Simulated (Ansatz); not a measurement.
Sc (hcp, Mg type)

```xyz
2
Lattice="3.2771 0.0000 0.0000 -1.6386 2.8381 0.0000 0.0000 0.0000 5.0854" Properties=species:S:1:pos:R:3 pbc="T T T"
Sc     0.0000     1.8921     3.8140
Sc     1.6386     0.9460     1.2713
```

In this cell atom 1 (Sc, nearest neighbour Sc at 3.169 Å; its periodic images, 3.3 Å or more away, move with it) is moved by u·(0.707, 0.707, 0.000) + v·(0.000, 0.000, 1.000); the rest is frozen.

Computed with PBEsol (plane waves to 420 eV, PAW, scalar-relativistic; Ansatz, a quantum-chemistry and plane-wave program). k mesh 13×13×8 (Γ-centred), Fermi-Dirac smearing 0.05 eV. E stands for the smeared free energy. Points where atoms come too close for the PAW data are left out (x in tables, blank in figures). With partly filled bands, energies and forces of such displacements shift with the k mesh and the smearing. Sc is run without spin polarisation. Sc was relaxed with its symmetry unable to fall. ΔE is measured from the undisplaced structure. Axes are in Å.

```json
[
 {"ΔE (meV/cell)": "v = -0.480", "u = -0.480": "x", "u = -0.320": "(withheld)", "u = -0.160": "570", "u = 0.000": "554", "u = 0.160": "570", "u = 0.320": "(withheld)", "u = 0.480": "675"},
 {"ΔE (meV/cell)": "v = -0.320", "u = -0.480": "412", "u = -0.320": "319", "u = -0.160": "259", "u = 0.000": "(withheld)", "u = 0.160": "258", "u = 0.320": "311", "u = 0.480": "387"},
 {"ΔE (meV/cell)": "v = -0.160", "u = -0.480": "(withheld)", "u = -0.320": "140", "u = -0.160": "79", "u = 0.000": "(withheld)", "u = 0.160": "77", "u = 0.320": "131", "u = 0.480": "209"},
 {"ΔE (meV/cell)": "v = 0.000", "u = -0.480": "(withheld)", "u = -0.320": "81", "u = -0.160": "20", "u = 0.000": "0", "u = 0.160": "19", "u = 0.320": "71", "u = 0.480": "150"},
 {"ΔE (meV/cell)": "v = 0.160", "u = -0.480": "(withheld)", "u = -0.320": "140", "u = -0.160": "79", "u = 0.000": "(withheld)", "u = 0.160": "77", "u = 0.320": "131", "u = 0.480": "209"},
 {"ΔE (meV/cell)": "v = 0.320", "u = -0.480": "412", "u = -0.320": "319", "u = -0.160": "259", "u = 0.000": "(withheld)", "u = 0.160": "258", "u = 0.320": "311", "u = 0.480": "387"},
 {"ΔE (meV/cell)": "v = 0.480", "u = -0.480": "x", "u = -0.320": "(withheld)", "u = -0.160": "570", "u = 0.000": "554", "u = 0.160": "570", "u = 0.320": "(withheld)", "u = 0.480": "675"}
]
```

Problem. Some entries are withheld; supply them.

Solution. 
- v = -0.480, u = -0.320: 618
- v = -0.480, u = 0.320: 613
- v = -0.320, u = 0.000: 240
- v = -0.160, u = -0.480: 238
- v = -0.160, u = 0.000: 59
- v = 0.000, u = -0.480: 179
- v = 0.160, u = -0.480: 238
- v = 0.160, u = 0.000: 59
- v = 0.320, u = 0.000: 240
- v = 0.480, u = -0.320: 618
- v = 0.480, u = 0.320: 613

(For displaced atoms, the force is minus the slope of the energy, and its curvature is a force constant, which sets phonon frequencies.)
